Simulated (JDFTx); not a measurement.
System: Al2Pt(111) (Fm-3m bulk; lattice of mp-1502, not re-optimised at this level), 1x1 cell of 9 atoms in 9 planes (Al outermost, slab composition Al6Pt3), area 15.06 Å² a face, 8.2 Å between the outermost planes in a cell 24.5 Å high; k mesh 6×6×1, Fermi width 0.01 Ha, no spin polarisation. Whether this polymorph is the ambient one wasn't checked.

Final geometry:
```
Al2Pt(111)
1.0
    4.1708     0.0000     0.0000
    2.0854     3.6120     0.0000
    0.0000     0.0000    24.5000
Al Pt
6 3
Direct
  0.0000   0.0000   0.3326
  0.3333   0.3333   0.3958
  0.6667   0.6667   0.4653
  0.0000   0.0000   0.5347
  0.3333   0.3333   0.6042
  0.6667   0.6667   0.6674
  0.6667   0.6667   0.3604
  0.3333   0.3333   0.5000
  0.0000   0.0000   0.6396
```

Method: PBE, GBRV ultrasoft potentials, plane waves to 20/100 Ha, in a modified build of JDFTx. Liquid on both sides: CANDLE, acetonitrile, 1 M NaCl; nuclei fixed, outer atoms relaxed in vacuum. Potentials are on the SHE scale by the convention U = −μ/e − 4.44 V; references calibrated for a solvation model differ from this value. Ideal, unreconstructed faces without any overlayer. On the negative side CANDLE's cavity feels the periodic box, so those points shift with the cell height. In this non-aqueous liquid the SHE scale is nominal.

```json
[
 {"U (V vs SHE)": "-0.90", "μ (eV)": "-3.54", "excess electrons per cell": "0.052", "σ (μC/cm², per face)": "-2.8", "run": "fixed potential"},
 {"U (V vs SHE)": "-0.60", "μ (eV)": "-3.84", "excess electrons per cell": "0.000", "σ (μC/cm², per face)": "0.0", "run": "neutral"},
 {"U (V vs SHE)": "-0.30", "μ (eV)": "-4.14", "excess electrons per cell": "(withheld)", "σ (μC/cm², per face)": "(withheld)", "run": "fixed potential"}
]
```

**Question.** Fill in the missing entries, row by row.

**Answer.** 
- -0.30, excess electrons per cell: -0.069
- -0.30, σ (μC/cm², per face): 3.7
